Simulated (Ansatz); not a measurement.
**What moves the field gradients of SnSe?**

Cell of run 1: a structure deposited in the COD (the entry's cell lengths or inner coordinates differ somewhat from later room-temperature determinations).

Space group Pnma (No. 62); a = 11.4200, b = 4.1900, c = 4.4600 Å.

```csv
site,Wyckoff,site symmetry,x,y,z
Sn,4c,.m.,0.1230,0.2500,0.0910
Se,4c,.m.,0.3570,0.2500,0.0160
```

One atom of each set is listed.

Relaxed positions (PBE, cell held):

Sn (0.1178, 0.2500, 0.1028)
Se (0.3579, 0.2500, 0.0207)

All runs are DFT with Ansatz 0.2.0 (plane waves and PAW, scalar-relativistic unless spin–orbit coupling is named, Γ-centred meshes, Fermi–Dirac smearing where given) in this cell.

Run 1: PBE, atoms as given; 420 eV, 3×7×6 k-points, smearing 0.02 eV.
Run 2: PBE, atoms relaxed; 420 eV, 3×7×6 k-points, smearing 0.02 eV.
Run 3: r2SCAN, at the relaxed atoms; 500 eV, 3×7×6 k-points, smearing 0.02 eV.
Run 4: PBE with spin–orbit coupling, at the relaxed atoms; 420 eV, 3×7×6 k-points, smearing 0.02 eV.

```tsv
run	Sn V_zz (η)	Se V_zz (η)
1	-12.43 (0.04)	-4.80 (0.20)
2	?	?
3	-10.65 (0.23)	-5.63 (0.05)
4	-9.46 (0.24)	-5.18 (0.03)
```

V_zz in 10²¹ V/m².

Q: Estimate the row of run 2.

A: Sn: -9.45 (0.24); Se: -5.18 (0.03). It lies nearest to run 4, from whose tensors on these sites it differs by 0.06 at most (largest principal value of the difference, on Sn). Taken one at a time, the positions of the atoms (as given or relaxed) move the tensors on these sites by up to 4.98 (largest principal value of the change, on Sn), the functional (r2SCAN with its higher cutoff) by 1.26 (Sn), spin–orbit coupling by 0.06 (Sn).

With these PAW files V_zz is typically within 2 to 3 % of all-electron values, but misses above 10 % occur on Sn. In run 1 the atoms aren't at the calculated equilibrium (largest force 0.31 eV/Å).
